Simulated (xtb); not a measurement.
xtb single point, GFN2-xTB, GBSA implicit tetrahydrofuran, on C2H5N (SMILES C=NC), charge 0, multiplicity 1.

```
xtb m.xyz --gfn 2 --chrg 0 --uhf 0 --norestart --sp --gbsa thf

8

C     -1.351659     0.210992    -0.000194
N     -0.092878     0.884778    -0.000228
C      0.974591     0.235196    -0.000190
H     -1.908125     0.535546     0.879816
H     -1.908452     0.536020    -0.879816
H     -1.268148    -0.884778    -0.000484
H      1.035133    -0.860596    -0.000179
H      1.908452     0.777379    -0.000178
```

It prints:

```

          ...................................................
          :                      SETUP                      :
          :.................................................:
          :  # basis functions                  17          :
          :  # atomic orbitals                  17          :
          :  # shells                           11          :
          :  # electrons                        18          :
          :  max. iterations                   250          :
          :  Hamiltonian                  GFN2-xTB          :
          :  restarted?                      false          :
          :  GBSA solvation                   true          :
          :  PC potential                    false          :
          :  electronic temp.          300.0000000     K    :
          :  accuracy                    1.0000000          :
          :  -> integral cutoff          0.2500000E+02      :
          :  -> integral neglect         0.1000000E-07      :
          :  -> SCF convergence          0.1000000E-05 Eh   :
          :  -> wf. convergence          0.1000000E-03 e    :
          :  Broyden damping             0.4000000          :
          :  net charge                          0          :
          :  unpaired electrons                  0          :
          ...................................................

 iter      E             dE          RMSdq      gap      omega  full diag
   1     -9.8509301 -0.985093E+01  0.416E+00    4.23       0.0  T
   2     -9.8594968 -0.856670E-02  0.279E+00    4.14       1.0  T
   3     -9.8572523  0.224458E-02  0.101E+00    3.62       1.0  T
   4     -9.8612446 -0.399237E-02  0.431E-01    3.77       1.0  T
   5     -9.8616784 -0.433725E-03  0.651E-02    3.72       1.0  T
   6     -9.8616799 -0.149080E-05  0.331E-02    3.72       1.1  T
   7     -9.8616807 -0.855977E-06  0.230E-03    3.72      15.4  T
   8     -9.8616807 -0.734877E-08  0.856E-04    3.72      41.3  T
   9     -9.8616807 -0.218938E-08  0.125E-04    3.72     282.0  T

   *** convergence criteria satisfied after 9 iterations ***

         #    Occupation            Energy/Eh            Energy/eV
      -------------------------------------------------------------
         1        2.0000           -0.6431920             -17.5021
       ...           ...                  ...                  ...
         3        2.0000           -0.5545108             -15.0890
         4        2.0000           -0.5181443             -14.0994
         5        2.0000           -0.5088507             -13.8465
         6        2.0000           -0.5024289             -13.6718
         7        2.0000           -0.4553743             -12.3914
         8        2.0000           -0.4339385             -11.8081
         9        2.0000           -0.3713818             -10.1058 (HOMO)
        10                         -0.2346431              -6.3850 (LUMO)
        11                          0.0990189               2.6944
        12                          0.1362581               3.7078
        13                          0.1667105               4.5364
        14                          0.2051744               5.5831
       ...                                ...                  ...
        17                          0.5864814              15.9590
      -------------------------------------------------------------
                  HL-Gap            0.1367387 Eh            3.7208 eV
             Fermi-level           -0.3030125 Eh           -8.2454 eV


         :::::::::::::::::::::::::::::::::::::::::::::::::::::
         ::                     SUMMARY                     ::
         :::::::::::::::::::::::::::::::::::::::::::::::::::::
         :: total energy              -9.715934971725 Eh    ::
         :: total w/o Gsasa/hb        -9.711200258607 Eh    ::
         :: gradient norm              0.002052886226 Eh/a0 ::
         :: HOMO-LUMO gap              3.720848766303 eV    ::
         ::.................................................::
         :: SCC energy                -9.861680499012 Eh    ::
         :: -> isotropic ES            0.006456198975 Eh    ::
         :: -> anisotropic ES          0.002317551337 Eh    ::
         :: -> anisotropic XC          0.014006455053 Eh    ::
         :: -> dispersion             -0.002643281431 Eh    ::
         :: -> Gsolv                  -0.004872762746 Eh    ::
         ::    -> Gelec               -0.000138049628 Eh    ::
         ::    -> Gsasa               -0.007654732675 Eh    ::
         ::    -> Ghb                 -0.000479345500 Eh    ::
         ::    -> Gshift               0.003399365057 Eh    ::
         :: repulsion energy           0.145745527287 Eh    ::
         :: add. restraining           0.000000000000 Eh    ::
         :: total charge               0.000000000000 e     ::
         :::::::::::::::::::::::::::::::::::::::::::::::::::::

           -------------------------------------------------
          |                Property Printout                |
           -------------------------------------------------

    * Orbital Energies and Occupations

         #    Occupation            Energy/Eh            Energy/eV
      -------------------------------------------------------------
         1        2.0000           -0.6431920             -17.5021
         2        2.0000           -0.6070498             -16.5187
         3        2.0000           -0.5545108             -15.0890
         4        2.0000           -0.5181443             -14.0994
         5        2.0000           -0.5088507             -13.8465
         6        2.0000           -0.5024289             -13.6718
         7        2.0000           -0.4553743             -12.3914
         8        2.0000           -0.4339385             -11.8081
         9        2.0000           -0.3713818             -10.1058 (HOMO)
        10                         -0.2346431              -6.3850 (LUMO)
        11                          0.0990189               2.6944
        12                          0.1362581               3.7078
        13                          0.1667105               4.5364
        14                          0.2051744               5.5831
        15                          0.2151034               5.8533
        16                          0.3171691               8.6306
        17                          0.5864814              15.9590
      -------------------------------------------------------------
                  HL-Gap            0.1367387 Eh            3.7208 eV
             Fermi-level           -0.3030125 Eh           -8.2454 eV

     #   Z          covCN         q      C6AA      α(0)
     1   6 C        3.722    -0.038    21.368     6.602
     2   7 N        1.819    -0.201    26.192     7.583
     3   6 C        2.801     0.028    27.359     8.569
     4   1 H        0.924     0.065     2.146     2.291
     5   1 H        0.924     0.065     2.146     2.291
     6   1 H        0.923     0.020     2.734     2.586
     7   1 H        0.924     0.008     2.925     2.674
     8   1 H        0.926     0.054     2.268     2.355

 Mol. C6AA /au·bohr⁶  :        517.023102
 Mol. C8AA /au·bohr⁸  :      10815.674956
 Mol. α(0) /au        :         34.951417

Wiberg/Mayer (AO) data.
largest (>0.10) Wiberg bond orders for each atom

 ---------------------------------------------------------------------------
     #   Z sym  total        # sym  WBO       # sym  WBO       # sym  WBO
 ---------------------------------------------------------------------------
     1   6 C    3.986 --     2 N    1.046     6 H    0.973     5 H    0.962
                             4 H    0.962
     2   7 N    3.090 --     3 C    1.978     1 C    1.046
     3   6 C    3.972 --     2 N    1.978     8 H    0.968     7 H    0.949
     4   1 H    0.996 --     1 C    0.962
     5   1 H    0.996 --     1 C    0.962
     6   1 H    1.000 --     1 C    0.973
     7   1 H    1.000 --     3 C    0.949
     8   1 H    0.997 --     3 C    0.968
 ---------------------------------------------------------------------------


molecular dipole:
                 x           y           z       tot (Debye)
 q only:       -0.118      -0.175       0.000
   full:       -0.048      -0.558       0.000       1.424
molecular quadrupole (traceless):
                xx          xy          yy          xz          yz          zz
 q only:        2.310      -0.013      -1.600      -0.000       0.000      -0.709
  q+dip:        3.001      -0.219      -2.204      -0.000       0.000      -0.797
   full:        2.906       0.025      -2.900      -0.000       0.000      -0.006

           -------------------------------------------------
          | TOTAL ENERGY               -9.715934971725 Eh   |
          | GRADIENT NORM               0.002052886226 Eh/α |
          | HOMO-LUMO GAP               3.720848766303 eV   |
           -------------------------------------------------
```

The total energy is -264.38 eV, -0.13 eV from the same level's vacuum run.
